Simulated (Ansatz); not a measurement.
The start is a generated cell, Rh built in the AFLOW prototype A_hP1_191_a (A_f, as in Sn). The cell and all atomic positions are relaxed at zero pressure with PBE (plane waves to 420 eV, PAW, scalar-relativistic; Ansatz, a first-principles code). The first steps use a coarse 14×14×13 k-mesh.

The start:
```yaml
crystal:
  lattice:
    - [2.57181, 0.00000, 0.00000]
    - [-1.28591, 2.22726, 0.00000]
    - [0.00000, 0.00000, 2.39486]
  atoms:
    - { symbol: Rh, position: [0.00000, 0.00000, 0.00000] }
```

- Initial pressure: +30.8 GPa (positive: the cell is compressed)
- Energy released: 0.15 eV/atom
- Volume change: +11.7 %, from 13.72 to 15.33 Å³/atom
- Shortest distances (start → end): The closest pairs of elements (up to four, under 3.6 Å), start → end: Rh–Rh 2.39 → 2.54 Å
- Band gap at the end: zero (metallic)
- Optimiser moves: 7

The end point of the relaxation:

```cif
data_Rh
_chemical_formula_sum 'Rh1'
_space_group_name_H-M_alt 'P6/mmm'
_space_group_IT_number 191
_space_group_name_Hall '-P 6 2'
_cell_length_a 2.63837
_cell_length_b 2.63837
_cell_length_c 2.54260
_cell_angle_alpha 90.000
_cell_angle_beta 90.000
_cell_angle_gamma 120.000
loop_
_atom_site_label
_atom_site_type_symbol
_atom_site_symmetry_multiplicity
_atom_site_Wyckoff_symbol
_atom_site_fract_x
_atom_site_fract_y
_atom_site_fract_z
_atom_site_occupancy
Rh1 Rh 1 a 0.00000 0.00000 0.00000 1
```

Final values are on a 20×20×18 k-mesh of the relaxed cell. No spin polarisation in the result.

The run could not lose the symmetry of its start, so the end can be a saddle point.

The relaxed structure here is a generated cell of Rh: the first start was made by placing the elements on the sites of a structure type, and the end was not matched to a known phase here, so it may be hypothetical. Known forms of Rh include space group No. 225.
